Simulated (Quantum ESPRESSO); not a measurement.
**Band energies of KF at -3 % isotropic strain**

```
CELL_PARAMETERS angstrom
      0.00000     2.57139     2.57139
      2.57139     0.00000     2.57139
      2.57139     2.57139     0.00000
ATOMIC_POSITIONS crystal
  F  0.50000 0.50000 0.50000
  K  0.00000 0.00000 0.00000
```

PBEsol (pw.x of Quantum ESPRESSO, ONCV potentials, scalar-relativistic); path ΓXWKΓLUWLK,UX; energies in eV from the valence-band maximum.

```
k (1/Å)  point  band 4  band 5  band 6  band 7  band 8  band 9  band 10  band 11
-------  -----  ------  ------  ------  ------  ------  ------  -------  -------
0.00         Γ   -8.86   -8.86    0.00    0.00    0.00    6.68    10.94    10.94
0.44             -8.95   -8.93   -0.50   -0.03   -0.03    7.84     9.83    11.89
0.89             -9.12   -9.12   -0.38   -0.03   -0.03    8.51     9.97    12.89
1.22         X   -9.17   -9.17   -0.12   -0.02   -0.02    8.18    10.91    12.59
1.34             -9.18   -9.15   -0.13   -0.07   -0.03    8.27    10.99    12.39
1.83         W   -9.43   -8.96   -0.51   -0.11   -0.11   10.02    10.02    11.81
2.26         K   -9.18   -9.07   -0.38   -0.23   -0.13    9.11    11.23    11.71
2.36             -9.18   -9.03   -0.50   -0.30   -0.13    9.45    10.88    11.95
2.76             -9.09   -8.89   -0.74   -0.43   -0.10    9.51    10.07    12.25
3.16             -8.94   -8.85   -0.37   -0.20   -0.03    7.68    10.36    11.36
3.56         Γ   -8.86   -8.86    0.00    0.00    0.00    6.68    10.94    10.94
3.98             -8.87   -8.87   -0.38   -0.17   -0.17    7.81    10.45    11.51
4.41             -8.90   -8.90   -0.87   -0.42   -0.42    9.35    10.91    12.43
4.62         L   -8.90   -8.90   -0.95   -0.47   -0.47    9.46    11.34    12.57
4.83             -8.98   -8.92   -0.86   -0.44   -0.41    9.54    11.05    12.56
5.26             -9.17   -9.04   -0.46   -0.27   -0.15    9.33    10.96    11.92
5.37         U   -9.18   -9.07   -0.38   -0.23   -0.13    9.11    11.23    11.71
5.69             -9.37   -8.97   -0.50   -0.12   -0.12    9.65    10.42    11.79
5.80         W   -9.43   -8.96   -0.51   -0.11   -0.11   10.02    10.02    11.81
6.06             -9.33   -8.96   -0.56   -0.21   -0.18    9.92    10.21    12.01
6.40             -9.02   -8.93   -0.82   -0.42   -0.39    9.58    10.94    12.53
6.66         L   -8.90   -8.90   -0.95   -0.47   -0.47    9.46    11.34    12.57
6.75             -8.91   -8.90   -0.93   -0.46   -0.46    9.47    11.29    12.57
7.08             -9.11   -8.97   -0.67   -0.37   -0.28    9.66    10.69    12.34
7.41         K   -9.18   -9.07   -0.38   -0.23   -0.13    9.11    11.23    11.71
7.41         U   -9.18   -9.07   -0.38   -0.23   -0.13    9.11    11.23    11.71
7.84         X   -9.17   -9.17   -0.12   -0.02   -0.02    8.18    10.91    12.59
```

The PBEsol gap is direct, 6.68 eV at Γ. Another valence extremum on the path lies within 0.02 eV, too close to call.

Geometry strained from the cell relaxed with PBEsol, atoms relaxed again.
